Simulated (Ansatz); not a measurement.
# LiAl5: relaxation step by step

A trial structure of LiAl5 was built thus: ordered superstructure of bcc (P4/mmm, No. 123) (sublattice all; occupants of the shared sites, in ratio, Li: 1, Al: 5). The dimensions are guesses.

```
Li Al
1.0
     3.22613    0.00000    0.00000
     0.00000    3.22613    0.00000
     0.00000    0.00000    9.67838
Li Al
1 5
Direct
  0.00000 0.00000 0.00000
  0.50000 0.50000 0.83333
  0.00000 0.00000 0.66667
  0.50000 0.50000 0.50000
  0.00000 0.00000 0.33333
  0.50000 0.50000 0.16667
```

All numbers below come from DFT PBE, scalar-relativistic, plane waves, PAW (Ansatz). Cutoff 420 eV, Gaussian smearing, Γ-centred meshes. Cell and atoms relax on a converged mesh. In metals the finer mesh still leaves noise of several meV/atom or more. The steps can't lower the symmetry of their start. No spin polarisation.

Steps on the 12×12×4 mesh (6 atoms, 18 steps). The free energy counts from the last step; the plane-wave basis is renewed at times, which shifts energy and pressure.

```csv
step,ΔF (meV/atom),V (Å³/atom),P (GPa),largest force component (eV/Å)
1,81.0,16.79,-0.36,0.180
2,76.0,16.41,0.09,0.021
3,75.1,16.44,-0.13,0.014
4,72.9,16.33,0.08,0.028
5,70.6,16.33,0.03,0.119
6,68.7,16.44,0.10,0.020
7,65.9,16.57,0.44,0.133
8,51.7,16.68,0.55,0.311
9,17.9,16.59,0.35,0.220
10,8.1,16.31,0.97,0.092
11,31.7,16.33,-0.45,0.448
12,7.0,16.60,-0.17,0.033
13,6.8,16.50,0.10,0.023
14,6.8,16.54,0.01,0.002
15,0.5,16.54,0.27,0.005
16,0.1,16.63,0.01,0.004
17,0.0,16.64,0.00,0.001
18,0.0,16.64,0.00,0.001
```

The relaxed structure:

Space group P4/mmm (No. 123). a = 2.868 Å, b = 2.868 Å, c = 12.140 Å, α = 90.00°, β = 90.00°, γ = 90.00°
```json
{"atom": "Li", "site": "1a", "symmetry": "4/mmm", "x": "0.0000", "y": "0.0000", "z": "0.0000"}
{"atom": "Al", "site": "2h", "symmetry": "4mm", "x": "0.5000", "y": "0.5000", "z": "0.8284"}
{"atom": "Al", "site": "2g", "symmetry": "4mm", "x": "0.0000", "y": "0.0000", "z": "0.6646"}
{"atom": "Al", "site": "1d", "symmetry": "4/mmm", "x": "0.5000", "y": "0.5000", "z": "0.5000"}
```

The symmetry stays P4/mmm (No. 123). The volume per atom shrinks by 0.9 %, from 16.8 to 16.6 Å³. The shortest distance goes from 2.79 Å (Li–Al and Al–Al) to 2.84 Å (Al–Al). The ratio c/a of the conventional cell changes by a factor of 1.41. Li has 4 Li at 2.87 Å and 8 Al at 2.91 Å; around Al on a site of symmetry 4mm lie 8 Al at 2.84–2.87 Å and 4 Li at 2.91 Å; Al on a second site of symmetry 4mm is surrounded by 12 Al at 2.84–2.87 Å; 1 more site not described.

```yaml
Volume_per_atom: 16.64 Å³
Density: 2.36 g/cm³
Formation_energy: −0.04 eV/atom
Gap_on_the_12×12×4_mesh_of_the_6-atom_cell: 0 eV (a metal)
```

Formation energies are uncorrected and refer to the elements' standard structures at the same level.

The last run used Gaussian smearing of 0.10 eV. Symmetry constrained the relaxation, so the result can be a saddle point. In all, the 2 runs took 3.5 min on 1 thread of Arm Neoverse V1, with other jobs on the host.
